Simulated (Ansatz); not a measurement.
Tl₂S:
```yaml
crystal:
  lattice:
    - [5.28090, 0.00000, 0.00000]
    - [-2.64045, 4.57339, 0.00000]
    - [0.00000, 0.00000, 6.75230]
  atoms:
    - { symbol: S, position: [0.33333, 0.66667, 0.25000] }
    - { symbol: S, position: [0.66667, 0.33333, 0.75000] }
    - { symbol: Tl, position: [0.00000, 0.00000, 0.00000] }
    - { symbol: Tl, position: [0.00000, 0.00000, 0.50000] }
    - { symbol: Tl, position: [0.66667, 0.33333, 0.25000] }
    - { symbol: Tl, position: [0.33333, 0.66667, 0.75000] }
```

Relaxed with r²SCAN+D4. Special points in fractions of this cell's reciprocal vectors: Γ (0.000, 0.000, 0.000); M (0.500, 0.000, 0.000); K (0.333, 0.333, 0.000); A (0.000, 0.000, 0.500); L (0.500, 0.000, 0.500); H (0.333, 0.333, 0.500).

Q: List the band energies nearest the valence-band maximum at these points for r²SCAN+D4 in the plane-wave PAW code Ansatz.

A: In eV from the valence-band maximum; about four levels below and three above (degenerate sets whole), none deeper than 8.9 eV; points with the same levels are listed once.

```tsv
k	below	above
Γ	-2.00 -2.00 -1.44 -1.13	0.64 0.64 1.15
M	-2.05 -1.79 -1.68 -0.07	1.10 2.92 3.27
K	-2.60 -2.60 -1.32 -0.44 -0.44	1.37 1.79 1.79
A	-2.09 -2.09 -2.09 -2.09 -1.36 -1.36	1.20 1.20 1.20 1.20
L	-1.51 -1.51 0.00 0.00	1.72 1.72 3.02 3.02
H	-1.38 -1.38 -0.14 -0.14	0.35 0.35 3.44 3.44
```

Space group P6_3/mmc. The workflow started from an entry of the Crystallography Open Database (COD), which files this formula under 2 space groups. Its standing as an ambient phase is unchecked. Symmetry was held in the r²SCAN+D4 relaxation; whether a distortion lowers the energy is not shown. The volume moved by -39 % from the start of the relaxation. The volume fell by over 15 % from the filed cell, which may lack light atoms or belong to other conditions. Scalar-relativistic: spin–orbit coupling is off unless named, which matters more the heavier the elements.

Potentials: the later of the program's two PAW sets.
